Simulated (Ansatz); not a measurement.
Sb2Os:
```
CELL_PARAMETERS angstrom
      5.96681     0.00000     0.00000
      0.00000     6.72275     0.00000
      0.00000     0.00000     3.24258
ATOMIC_POSITIONS crystal
  Sb 0.31808 0.85888 0.50000
  Sb 0.68192 0.14112 0.50000
  Sb 0.81808 0.64112 0.00000
  Sb 0.18192 0.35888 0.00000
  Os 0.50000 0.50000 0.50000
  Os 0.00000 0.00000 0.00000
```

Relaxed with r²SCAN.

Task: Map the valence electron density (e/Å³), cut off at 1 on the plane through (0.318, 0.859, 0.500) spanned by u = [1, 0, 0] and v = [0, 1, 0] in lattice vectors, from plane-wave PAW r²SCAN (Ansatz code).

Result: x is the fraction of u, y of v (the angle between them is 90°; rows are the nearest grid lines); atoms in the plane: Sb at (0.00, 0.00), Sb at (0.36, 0.28), Os at (0.18, 0.64).
```
|9999952100000000000001123599999|
|9999942100000000000000112499999|
|9999532100000000000000001248999|
|9986432110000000000000001124799|
|4444443322111111100000000011234|
|3445666543222111100000000001123|
|3599999999532221100000000000123|
|4799999999742211100000000000124|
|5999999999952111000000000001125|
|5999999999942110000000000011235|
|3699999999632100000000000112223|
|3469999996432100000000001112223|
|1223444444432210000000000111111|
|1112233445554321000000000011111|
|0001123589999963210000000000000|
|0000124799999995311000000000000|
|0000125999999999421100000000000|
|0001135999999999532111000000000|
|1111234699999996432111111111111|
|2222334579999964322211111111222|
|9975433333333222111111222345799|
|9999643221111111111111222359999|
|9999952110000000000011123599999|
|9999952100000000000001123599999|
```
Scale: ten equal steps from 0.045 (start of '0') to 1.00 (end of '9'), in the order '0123456789'; x runs from 0.000 to 1.00, y from 0.000 (bottom) to 1.00 (top).

The density is the valence pseudo-density with augmentation charge, so density and ELF within about 1 Å of a nucleus are not all-electron values.

Space group Pnnm. The workflow started from a Materials Project entry (that database holds measured and hypothetical structures alike); the Crystallography Open Database files this formula in space group No. 58, but the cells were not matched. Its standing as an ambient phase is unchecked. Symmetry was held in the r²SCAN relaxation; whether a distortion lowers the energy is not shown. The run is not spin-polarised. Spin–orbit coupling is left out wherever it is not named.

Potentials: the later of the program's two PAW sets.
